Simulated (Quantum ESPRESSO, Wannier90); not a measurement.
Wannierisation of CaI2 (CdI2 type)

Cell from Materials Project (mp-30031), symmetrised, no further relaxation. COD (Crystallography Open Database) has an entry of this formula and space group (matched by these alone). Method: LDA plane waves in Quantum ESPRESSO 7.5 (PseudoDojo norm-conserving files, 58 Ry, no spin polarisation, no spin-orbit coupling), Bloch states on a 12×12×4 mesh through Γ, Wannier90 4.0.1. Density: 12×12×4 mesh, cold smearing 0.01 Ry. The cell is built of weakly bound layers, chains or molecules, whose nearest atoms lie 4.52 Å apart. Database cells relaxed without dispersion often hold them too far apart, which can enlarge gaps and weakens couplings between them; spacing and stacking were not compared with the measured crystal. Spin-orbit coupling is left out although heavy elements are present.

```
begin unit_cell_cart
ang
    4.5289699684    0.0000000000    0.0000000000
   -2.2644849842    3.9222030456    0.0000000000
    0.0000000000    0.0000000000    7.2098300000
end unit_cell_cart
mp_grid = 12 12 4
```

Neighbour vectors b of the finite-difference formula (Å⁻¹), by shell:

```
shell       b_x       b_y       b_z
-----  --------  --------  --------
1       0.00000   0.13350   0.00000
1       0.11561   0.06675   0.00000
1       0.00000  -0.13350   0.00000
1       0.11561  -0.06675   0.00000
1      -0.11561  -0.06675   0.00000
1      -0.11561   0.06675   0.00000
2       0.00000   0.00000   0.21787
2       0.00000   0.00000  -0.21787
```

Question: Find the weights w_b from the completeness condition Σ_b w_b b_α b_β = δ_αβ.

Answer: Shell 1: Σ b_x² = 0.053, Σ b_y² = 0.053, Σ b_z² = 0.000 Å⁻²
Shell 2: Σ b_x² = 0.000, Σ b_y² = 0.000, Σ b_z² = 0.095 Å⁻²
Each of the three diagonal sums, weighted, has to give 1 and the off-diagonal ones 0, which holds for w_1 = 18.7 Å², w_2 = 10.5 Å². Check on xx: 18.70×0.053 + 10.53×0.000 = 0.99.

On this mesh the 8 functions of bands 5-12 (valence bands; start: SCDM (isolated), conv_tol = 1.0e-6) end with spreads 1.8086, 1.8088, 1.8088, 1.8085, 1.8077, 1.8077, 1.7506, 1.7506 Å², Ω_I = 12.1546 Å² and Ω_D = 0.0012 Å².

Ω_total is the sum of the spreads, 14.351 Å². Ω_OD = Ω_total − Ω_I − Ω_D = 2.196 Å². Only (Ω_D + Ω_OD)/Ω_total = 15.3 % depends on the gauge, and another start could lower the total by that share at most. The rms radius is √(Ω_total/8) = 1.34 Å.
